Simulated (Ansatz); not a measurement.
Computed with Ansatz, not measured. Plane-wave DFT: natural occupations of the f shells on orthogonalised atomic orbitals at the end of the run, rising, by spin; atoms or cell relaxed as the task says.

```
cell
1.0
     5.0935    0.0000    4.1033
    -2.5467    4.4111    4.1033
    -2.5467   -4.4111    4.1033
Cu Eu Pd
12 3 3
Direct
  0.0000 0.3333 0.6667
  0.3333 0.6667 0.0000
  0.6667 0.0000 0.3333
  0.3295 0.5000 0.6705
  0.6629 0.8333 0.0038
  0.9962 0.1667 0.3371
  0.0038 0.6629 0.8333
  0.3371 0.9962 0.1667
  0.6705 0.3295 0.5000
  0.1667 0.3371 0.9962
  0.5000 0.6705 0.3295
  0.8333 0.0038 0.6629
  0.3333 0.0000 0.6667
  0.6667 0.3333 0.0000
  0.0000 0.6667 0.3333
  0.3333 0.3333 0.3333
  0.6667 0.6667 0.6667
  0.0000 0.0000 0.0000
```

Starting moments (μB): Eu number 1 7.29, Eu number 2 7.29, Eu number 3 7.29; others 0.

cell charge: 0 e
spin: collinear
scf start: atoms
lower state search: off
functional: PBEsol
wave cutoff: 420 eV
k mesh: 3, 3, 3
k shift: 0, 0, 0 mesh steps
gaussian smearing: 0.05 eV
task: single point

Question: How are the f shells occupied at the end?

Answer: 

```json
{"shell atom": "13", "shell element": "Eu", "shell spin": "up", "shell occupation 1 (e)": "0.94", "shell occupation 2 (e)": "0.95", "shell occupation 3 (e)": "0.95", "shell occupation 4 (e)": "0.97", "shell occupation 5 (e)": "0.97", "shell occupation 6 (e)": "0.97", "shell occupation 7 (e)": "0.98"}
{"shell atom": "13", "shell element": "Eu", "shell spin": "down", "shell occupation 1 (e)": "0.01", "shell occupation 2 (e)": "0.01", "shell occupation 3 (e)": "0.01", "shell occupation 4 (e)": "0.01", "shell occupation 5 (e)": "0.01", "shell occupation 6 (e)": "0.01", "shell occupation 7 (e)": "0.01"}
{"shell atom": "14", "shell element": "Eu", "shell spin": "up", "shell occupation 1 (e)": "0.94", "shell occupation 2 (e)": "0.95", "shell occupation 3 (e)": "0.95", "shell occupation 4 (e)": "0.97", "shell occupation 5 (e)": "0.97", "shell occupation 6 (e)": "0.97", "shell occupation 7 (e)": "0.98"}
{"shell atom": "14", "shell element": "Eu", "shell spin": "down", "shell occupation 1 (e)": "0.01", "shell occupation 2 (e)": "0.01", "shell occupation 3 (e)": "0.01", "shell occupation 4 (e)": "0.01", "shell occupation 5 (e)": "0.01", "shell occupation 6 (e)": "0.01", "shell occupation 7 (e)": "0.01"}
{"shell atom": "15", "shell element": "Eu", "shell spin": "up", "shell occupation 1 (e)": "0.94", "shell occupation 2 (e)": "0.95", "shell occupation 3 (e)": "0.95", "shell occupation 4 (e)": "0.97", "shell occupation 5 (e)": "0.97", "shell occupation 6 (e)": "0.97", "shell occupation 7 (e)": "0.98"}
{"shell atom": "15", "shell element": "Eu", "shell spin": "down", "shell occupation 1 (e)": "0.01", "shell occupation 2 (e)": "0.01", "shell occupation 3 (e)": "0.01", "shell occupation 4 (e)": "0.01", "shell occupation 5 (e)": "0.01", "shell occupation 6 (e)": "0.01", "shell occupation 7 (e)": "0.01"}
```

Caveats: 4f shell without a U, which puts 4f levels too near the Fermi level; occupations loosely converged; open f or d shells may hold a state above the lowest.
